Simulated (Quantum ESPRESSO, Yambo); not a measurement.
At a photon energy of 16.00 eV, RPA with local fields on PBEsol bands shifted by a G0W0 scissor of 6.40 eV (Quantum ESPRESSO and Yambo; 6×6×4 mesh, 60 bands, 4 Ry local-field block, 0.2 eV broadening) gives ε = 1.81 + 0.32i for N (space group P4_2/mnm, No. 136), field along x. Axes are Cartesian, with cell vectors (Å) (4.08, 0.00, 0.00), (0.00, 4.08, 0.00), (0.00, 0.00, 5.35).

Question: Work out n, κ, the normal-incidence reflectivity, the absorption coefficient and the penetration depth.

Answer: 
|ε| = 1.84; n = √((|ε| + ε1)/2) = 1.35, κ = √((|ε| − ε1)/2) = 0.12. R = ((n − 1)² + κ²)/((n + 1)² + κ²) = 0.02. α = 2Eκ/(ħc) with ħc = 197.327 eV nm: 0.0192 per nm = 1.9 × 10⁵ per cm, a 1/e depth of 52 nm. The computed direct gap is 13.45 eV, and the energy scale of the real crystal may differ from it. Excitonic effects are left out, and values at one energy depend on mesh and broadening. The scissor comes from a G0W0 run whose convergence isn't established. Convergence of the RPA response with its 6×6×4 mesh was not tested.

Geometry of the Materials Project entry, not relaxed at this level; primitive cell a = b = 4.0841 Å, c = 5.3459 Å, α = β = γ = 90.00°.

The structure is a Materials Project entry; no match was found in the copy of COD used, and its stability was not checked.

The distance between layers or molecules is the database entry's, not relaxed here. Functionals without dispersion can leave it too large, which widens gaps and weakens the response across layers: the numbers belong to this cell.
